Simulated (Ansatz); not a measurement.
Consider the following.

Cu12Sb4S13:
```
CELL_PARAMETERS angstrom
     -5.15152     5.15152     5.15152
      5.15152    -5.15152     5.15152
      5.15152     5.15152    -5.15152
ATOMIC_POSITIONS crystal
  Cu 0.22226 0.22226 0.00000
  Cu 0.77774 0.77774 0.00000
  Cu 0.00000 0.22226 0.22226
  Cu 0.00000 0.77774 0.77774
  Cu 0.22226 0.00000 0.22226
  Cu 0.77774 0.00000 0.77774
  Cu 0.75000 0.25000 0.50000
  Cu 0.25000 0.75000 0.50000
  Cu 0.50000 0.75000 0.25000
  Cu 0.50000 0.25000 0.75000
  Cu 0.25000 0.50000 0.75000
  Cu 0.75000 0.50000 0.25000
  Sb 0.54323 0.00000 0.00000
  Sb 0.00000 0.00000 0.54323
  Sb 0.00000 0.54323 0.00000
  Sb 0.45677 0.45677 0.45677
  S  0.00000 0.48132 0.24857
  S  0.51868 0.76725 0.51868
  S  0.23275 0.75143 0.75143
  S  0.24857 0.00000 0.48132
  S  0.00000 0.24857 0.48132
  S  0.48132 0.00000 0.24857
  S  0.76725 0.51868 0.51868
  S  0.75143 0.23275 0.75143
  S  0.51868 0.51868 0.76725
  S  0.48132 0.24857 0.00000
  S  0.24857 0.48132 0.00000
  S  0.75143 0.75143 0.23275
  S  0.00000 0.00000 0.00000
```

This is the r²SCAN-relaxed structure.

Question: All from plane-wave PAW r²SCAN (Ansatz code), unless another level is named. Give the electronic character.

Answer: metallic (no gap).

Question: What about the formation energy from the elements (no fitted shifts)?

Answer: -0.31 eV/atom.

Question: Predict the density of states at the Fermi level.

Answer: 1.1 states/eV per atom (mean over ±0.08 eV).

Space group I-43m. The workflow started from a Materials Project entry (that database holds measured and hypothetical structures alike); the Crystallography Open Database files this formula in space group No. 217, but the cells were not matched. Whether it is the stable phase at ambient conditions was not checked. The cell was relaxed with r²SCAN under the symmetry of its start; its stability against distortions is not shown here. No spin polarisation was allowed. The references are the lowest solids computed at this level, not always the standard phases. Scalar-relativistic: spin–orbit coupling is off unless named, which matters more the heavier the elements.

Potentials: the later of the program's two PAW sets.
